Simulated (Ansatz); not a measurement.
## SrTiO$_{3}$: frozen-core PAW against all-electron methods

```xyz
5
Lattice="3.9050 0.0000 0.0000 0.0000 3.9050 0.0000 0.0000 0.0000 3.9050" Properties=species:S:1:pos:R:3 pbc="T T T"
Sr    0.0000    0.0000    0.0000
Ti    1.9525    1.9525    1.9525
O     0.0000    1.9525    1.9525
O     1.9525    0.0000    1.9525
O     1.9525    1.9525    0.0000
```

Atoms are numbered in the order listed.

The cell is COD entry 7212245, as deposited and not checked against the literature; nothing was relaxed.

All numbers are computed: DFT, PBEsol, PAW with Ansatz's default frozen-core files, scalar-relativistic (Ansatz 0.2.0); DFT, PBEsol, all-electron PAW with datasets made for the crystal, scalar-relativistic (Ansatz 0.2.0); DFT, PBEsol, all-electron LAPW, scalar-relativistic (Ansatz 0.2.0).

For PAW: a Γ-centred 7×7×7 k mesh, Fermi–Dirac smearing of 0.05 eV, cutoff 420 eV, no spin polarisation; the PAW files were made with PBE, and the program remakes their frozen cores for this functional. The crystal-made all-electron datasets (AE datasets) take a cutoff of 540 eV at this cell. LAPW targets a basis error of 1 meV/atom. The Ansatz runs share mesh, smearing and spin set-up. Plane-wave (PAW) pressures include the program's estimate of the Pulay term.

Stress and pressure are positive in compression.

Spin–orbit coupling is left out, which moves gradients at and beside heavy atoms by some per cent and at worst by a factor of two.

Levels count from the top of the valence band.

```json
{"quantity": "pressure (GPa)", "PAW": "-1.94", "AE datasets": "-1.96", "LAPW": "-1.96"}
{"quantity": "band gap (eV)", "PAW": "1.832", "AE datasets": "1.828", "LAPW": "1.828"}
{"quantity": "highest filled level at M (eV)", "PAW": "-0.089", "AE datasets": "-0.088", "LAPW": "-0.088"}
{"quantity": "lowest empty level at M (eV)", "PAW": "3.815", "AE datasets": "3.814", "LAPW": "3.814"}
{"quantity": "highest filled level at R (eV)", "PAW": "0.000", "AE datasets": "0.000", "LAPW": "0.000"}
{"quantity": "lowest empty level at R (eV)", "PAW": "4.496", "AE datasets": "4.497", "LAPW": "4.497"}
{"quantity": "field gradient Vzz at O3 (10²¹ V/m²)", "PAW": "?", "AE datasets": "?", "LAPW": "–"}
```

Question: What belongs in the row "field gradient Vzz at O3 (10²¹ V/m²)", column "AE datasets"?

Answer: 1.02.

Question: What belongs in the row "field gradient Vzz at O3 (10²¹ V/m²)", column "PAW"?

Answer: 1.10.
